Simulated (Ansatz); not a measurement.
C in space group Ia-3 (No. 206; C on 16c) under volume change, r²SCAN (plane waves, PAW; program Ansatz), shape and atoms relaxed at each volume.

| V (Å³/atom) | E − E(relaxed) (meV/atom) | P (GPa) |
|---|---|---|
| 5.077 | 65.7 | 45.27 |
| 5.245 | 27.7 | 27.93 |
| 5.412 | 6.6 | 12.93 |
| 5.580 | 0.0 | 0.00 |
| 5.747 | 6.0 | -11.14 |
| 5.914 | 22.7 | -20.71 |
| 6.082 | 48.8 | -28.94 |

What does a third-order Birch–Murnaghan fit give for V₀, B₀ and B′?

V₀ = 5.58 Å³/atom, B₀ = 399 GPa, B′ = 3.9.

The start of the workflow was typed in or built on a structure type; neither database checked (COD, Materials Project) lists it. It is not the phase usual at ambient conditions (space group No. 194, 227). Symmetry was held in the r²SCAN relaxation; whether a distortion lowers the energy is not shown.

Potentials: the earlier of the program's two PAW sets.
